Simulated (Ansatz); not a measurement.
SrO (rock salt, Fm-3m), PBE (plane waves, PAW; program Ansatz). The conduction-band minimum lies at X, with 3 equivalent valleys. Second derivatives d²E/dk² of the lowest band at one valley (eV·Å²), along Cartesian directions:

```tsv
direction	d²E/dk²
[100]	6.213
[010]	18.72
[001]	18.72
[110]	12.47
[101]	12.47
[011]	18.72
```

**Question.** Find the principal effective masses, the density-of-states mass and the conductivity mass.

**Answer.** Off-diagonal terms follow from H_xy = H[110] − (H_xx + H_yy)/2, and m*/mₑ = 7.620 eV·Å² over each eigenvalue: 0.41, 0.41, 1.2. One valley's DOS mass (m₁m₂m₃)^(1/3) = 0.59, conductivity mass 3/(Σ 1/mᵢ) = 0.52 mₑ.

**Question.** What effective density of states Nc follows at 300 K for parabolic valleys?

**Answer.** Nc = 2.509e19 × 3 × (0.59)^(3/2) ≈ 3.4e19 cm⁻³.

Symmetry was held in the PBE relaxation. Spin–orbit coupling is left out wherever it is not named.

Potentials: the later of the program's two PAW sets.

Edges and masses are those of Kohn–Sham bands, whose gap is no quasiparticle gap.
